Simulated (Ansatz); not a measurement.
Values for one crystal, relaxed and computed with r²SCAN+D4 in the plane-wave PAW code Ansatz; other levels are named.

* **Volume per atom**: 20.94 Å³
* **Electronic character**: metallic (no gap)
* **Elastic constants (relaxed ions, GPa)**: C11 = 14.1, C12 = 12.6, C44 = 11.1
* **Density of states at the Fermi level**: 0.43 states/eV per atom (mean over ±0.08 eV)
* **Pressure derivative B′**: 3.3
* **Bulk modulus (Birch–Murnaghan fit)**: 13.2 GPa
* **Mechanical stability**: stable (all eigenvalues of C positive)

Q: Which of these materials gives this?
(A) Ru, hcp (Mg type)
(B) Nb, bcc (W type)
(C) Yb, fcc (Cu type)
(D) Li, bcc (W type)

A: D, Li, bcc (W type)

Space group Im-3m (bcc (W type)). The cell was relaxed with r²SCAN+D4 under the symmetry of its start. The pairwise dispersion correction was not fitted to metals. As this level gives no gap, shear constants depend on the k-mesh and smearing (Fermi–Dirac, 0.1 eV here).

Potentials: the later of the program's two PAW sets.
